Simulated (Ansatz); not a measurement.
The relaxed structure here is a generated cell of FeS2: the first start was made by a random draw of sites in a space group, and the end was not matched to a known phase here, so it may be hypothetical. Known forms of FeS2 include space group No. 205.

The end point of a relaxation of FeS$_{2}$. Space group P4/mmm (No. 123). Method: PBE (plane waves to 420 eV, PAW, scalar-relativistic; Ansatz, a first-principles code).

```xyz
9
Lattice="4.7209 0.0000 0.0000 0.0000 4.7209 0.0000 0.0000 0.0000 7.0666" Properties=species:S:1:pos:R:3 pbc="T T T"
Fe     0.0000     0.0000     2.4270
Fe     0.0000     0.0000     4.6396
Fe     2.3604     2.3604     0.0000
S      2.3604     0.0000     3.5333
S      0.0000     2.3604     3.5333
S      2.3604     0.0000     0.0000
S      0.0000     2.3604     0.0000
S      2.3604     2.3604     3.5333
S      0.0000     0.0000     0.0000
```

Problem. What magnetic moment does PBE give?

Solution. Net 1.10 μB/atom, ferromagnetic.

Spin state reached: ferromagnetic (net 1.10 μB/atom), from parallel starting moments; other spin orders were not run from this start.

The run could not lose the symmetry of its start, so the end can be a saddle point.
